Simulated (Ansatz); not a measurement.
# Structures of Cd$_{2}$As$_{3}$: which is lowest?

Plane-wave DFT in Ansatz with scalar-relativistic PAW potentials, cutoff 420 eV, Γ-centred meshes chosen by cell and gap, Gaussian smearing with energies taken to zero width. Every cell was relaxed (cell and atoms) in a run of its own, within the symmetry of its start. Functional: PBE.

Relaxed structures (starts from databases or built by putting these elements on another compound's sites):
A. P-3m1, 5 atoms in the computed cell, a = 4.227 Å, c = 7.436 Å; sites (symmetry × multiplicity) Cd 3m. × 2, As -3m. × 1 + 3m. × 2; start: built
B. R-3m, 5 atoms in the computed cell, a = 3.920 Å, c = 25.749 Å; sites (symmetry × multiplicity) Cd 3m × 6, As -3m × 3 + 3m × 6; start: built

Question: Rank them by energy. Could pressure change the order?

Answer:
| structure | group | E − E(lowest) (meV/atom) | V (Å³/atom) | gap on mesh (eV) |
| --- | --- | --- | --- | --- |
| B | R-3m | 0.0 | 22.84 | 0.00 |
| A | P-3m1 | 58 | 23.02 | 0.00 |

B is lowest, 58 meV/atom under A. The lowest is also the densest of these, so pressure wouldn't bring one of the others in at first order. Other structures may lie lower than all of these, and vibrations aren't counted.